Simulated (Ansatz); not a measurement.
Given:

BP:
```cif
data_B3P3
_chemical_formula_sum 'B3 P3'
_space_group_name_H-M_alt 'P 1'
_space_group_IT_number 1
_cell_length_a 3.24704
_cell_length_b 3.24704
_cell_length_c 6.92394
_cell_angle_alpha 90.000
_cell_angle_beta 90.000
_cell_angle_gamma 120.000
loop_
_space_group_symop_operation_xyz
  'x, y, z'
loop_
_atom_site_label
_atom_site_type_symbol
_atom_site_fract_x
_atom_site_fract_y
_atom_site_fract_z
_atom_site_occupancy
B1 B 0.50000 0.00000 0.50000 1
B2 B 0.00000 0.50000 0.16667 1
B3 B 0.50000 0.50000 0.83333 1
P1 P 0.50000 0.00000 0.00000 1
P2 P 0.00000 0.50000 0.66667 1
P3 P 0.50000 0.50000 0.33333 1
```

This is the PBE+D3(BJ)-relaxed structure.

Q: All from PBE+D3(BJ) in the plane-wave PAW code Ansatz, unless another level is named. Predict the electronic character.

A: no gap, with almost no states at the Fermi level (zero-gap or semimetallic).

Q: What about the formation energy from the elements (no fitted shifts)?

A: 0.001 eV/atom.

Space group P6_222. The start of the workflow was typed in or built on a structure type; neither database checked (COD, Materials Project) lists it. It is not the phase usual at ambient conditions (space group No. 216). The cell was relaxed with PBE+D3(BJ) under the symmetry of its start; whether a distortion lowers the energy is not shown. The references are the lowest solids computed at this level, not always the standard phases.

Potentials: the later of the program's two PAW sets.
